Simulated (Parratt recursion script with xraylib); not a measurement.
**X-ray reflectivity of Ag on Si: from fringes to thickness**

| layer, from the top | thickness (Å) | density (g/cm³) | rms roughness of its top face (Å) | δ (10⁻⁶) | β (10⁻⁶) |
|---|---|---|---|---|---|
| Ag | ? | 9.326 | 4.1 | ? | ? |
| Si (substrate) | – | 2.313 | 3.5 | 7.525 | 0.1803 |

The refractive index is n = 1 − δ + iβ. Vacuum lies above.

Densities are inputs, not measurements. They were set from computed cells of the Materials Project: Ag from entry mp-124 (Fm-3m, 10.363 g/cm³, taken at 90 %); Si from entry mp-149 (Fd-3m, 2.313 g/cm³). A layer's crystal structure does not enter its constants, only its composition and density.

Simulated, not measured: specular X-ray reflectivity, Parratt recursion, Névot-Croce roughness, xraylib tables (Parratt recursion script with xraylib 4.3.0).

Photon energy 8.048 keV (λ = 1.5406 Å), s polarisation. The grazing angle θ is scanned from 0.05° to 3° in 900 evenly spaced points, and the curve is smoothed with a Gaussian of 0.004° full width. A minimum is a scan point below both neighbours, placed by a parabola through ln R at the three points.

All minima between 0.65 and 2.55°: θ = 0.723, 0.977, 1.250, 1.530, 1.815, 2.103, 2.392°.

Question: Find the film thickness d and the film's δ from the minima.

Answer: sin²θ of the minima, in units of 10⁻⁶: 159.2, 290.7, 475.9, 712.9, 1003.1, 1346.6, 1741.9. For consecutive orders m, sin²θ = 2δ + (mλ/2d)², a straight line in m². The order of the first listed minimum is unknown, so try several:

```
first m  slope (10⁻⁶)  intercept (10⁻⁶)  rms residual (10⁻⁶)
-------  ------------  ----------------  -------------------
1               32.68             165.0                22.30
1.5             29.21             110.3                 9.94
2               26.38              53.5                 0.22
2.5             24.04              −4.8                 8.24
3               22.08             −64.4                15.11
```

The residual is least for first m = 2. Its slope gives d = λ/(2 slope^½) = 150.0 Å and its intercept δ = 26.8 × 10⁻⁶.

The run used d = 150 Å and δ = 26.10 × 10⁻⁶ (β = 2.435 × 10⁻⁶), so the fit misses d by 0.0 Å and δ by 3 %. The spacing of the first two listed minima alone, with δ left out, gives λ/(2Δθ) = 173.8 Å, 15.8 % too high.
